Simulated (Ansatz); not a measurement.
Relaxed-ion elastic tensor of Y (fcc (Cu type), Fm-3m) in GPa (Voigt order), LDA in the plane-wave PAW code Ansatz; density 5.01 g/cm³, 29.44 Å³ per atom.

```
65.7  34.8  34.8   0.0   0.0   0.0
34.8  65.7  34.8   0.0   0.0   0.0
34.8  34.8  65.7   0.0   0.0   0.0
 0.0   0.0   0.0  35.8   0.0   0.0
 0.0   0.0   0.0   0.0  35.8   0.0
 0.0   0.0   0.0   0.0   0.0  35.8
```

Question: Is the crystal mechanically stable?

Answer: Yes: the smallest eigenvalue of C is 30.9 GPa.

Question: Work out the Voigt, Reuss and Hill averages.

Answer: K_V = 45.1, K_R = 45.1, K_H = 45.1; G_V = 27.7, G_R = 23.4, G_H = 25.6 GPa.

Question: Give Young's modulus, Poisson's ratio, Pugh's ratio and the universal anisotropy index.

Answer: E = 9KG/(3K + G) = 64.5 GPa; ν = 0.26; K/G = 1.77 (near the Pugh limit of 1.75, no verdict); A_U = 5G_V/G_R + K_V/K_R − 6 = 0.90.

Question: Estimate the sound speeds and the Debye temperature.

Answer: v_l = √((K + 4G/3)/ρ) = 3970 m/s, v_t = √(G/ρ) = 2260 m/s, mean 2510 m/s; Θ = (h/k)(3n/4πV)^(1/3) v_m = 242 K.

Question: Give the Zener ratio and Young's modulus along [100], [110] and [111].

Answer: A = 2C44/(C11 − C12) = 2.32; 1/E = S11 − 2(S11 − S12 − S44/2)Γ with Γ = 0, 1/4, 1/3 gives 41.6, 67.4, 85.0 GPa.

The first step of the workflow began from a Materials Project structure, measured or hypothetical; the Crystallography Open Database files this formula in space group No. 225, but the cells were not matched. It is not the phase usual at ambient conditions (space group No. 194). The LDA relaxation kept the symmetry of its start; its stability against distortions is not shown here. The run is not spin-polarised. As this level gives no gap, shear constants depend on the k-mesh and smearing (Fermi–Dirac, 0.1 eV here).

Potentials: the earlier of the program's two PAW sets. The files were generated under PBE; for other functionals the program regenerates the frozen cores, and for LDA and PBEsol the local potential too.
